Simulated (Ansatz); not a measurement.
Cu (fcc, Cu type)

```yaml
crystal:
  lattice:
    - [3.56378, 0.00000, 0.00000]
    - [0.00000, 3.56378, 0.00000]
    - [0.00000, 0.00000, 3.56378]
  atoms:
    - { symbol: Cu, position: [0.00000, 0.00000, 0.00000] }
    - { symbol: Cu, position: [0.50000, 0.50000, 0.00000] }
    - { symbol: Cu, position: [0.50000, 0.00000, 0.50000] }
    - { symbol: Cu, position: [0.00000, 0.50000, 0.50000] }
```

In this cell atom 4 (Cu, nearest neighbour Cu at 2.520 Å; its periodic images, 3.6 Å or more away, move with it) is moved by s towards the nearest neighbour, unit vector (-0.707, -0.707, 0.000); all other atoms and the cell stay fixed.

The numbers are results of PBEsol (plane waves to 420 eV, PAW, scalar-relativistic; Ansatz, a first-principles code), not measurements. k mesh 11×11×11 (Γ-centred), Fermi-Dirac smearing 0.05 eV. Energies are smeared free energies. Left out: 4 of 11 points, with atoms too close for the PAW data. With partly filled bands, energies and forces of such displacements shift with the k mesh and the smearing. Cu is run without spin polarisation. Cu was relaxed with its symmetry unable to fall. ΔE is measured from the undisplaced structure.

The scan covers s from -0.456 to 0.456 Å in 7 points.

Q: Is this a single well or a double well?

A: A single well with its minimum at or next to zero displacement.

Q: Is the energy the same for equal positive and negative displacements?

A: Even: the same for both signs. With its periodic images moving along, the atom's site symmetry in this cell is m-3m.

Q: What is the energy change at s = 0.456 Å?

A: 961 meV/cell.

Q: What is the force constant k = d²E/ds² of this move at s = 0?

A: 7.70 eV/Å².

(For displaced atoms, the force is minus the slope of the energy, and its curvature is a force constant, which sets phonon frequencies.)
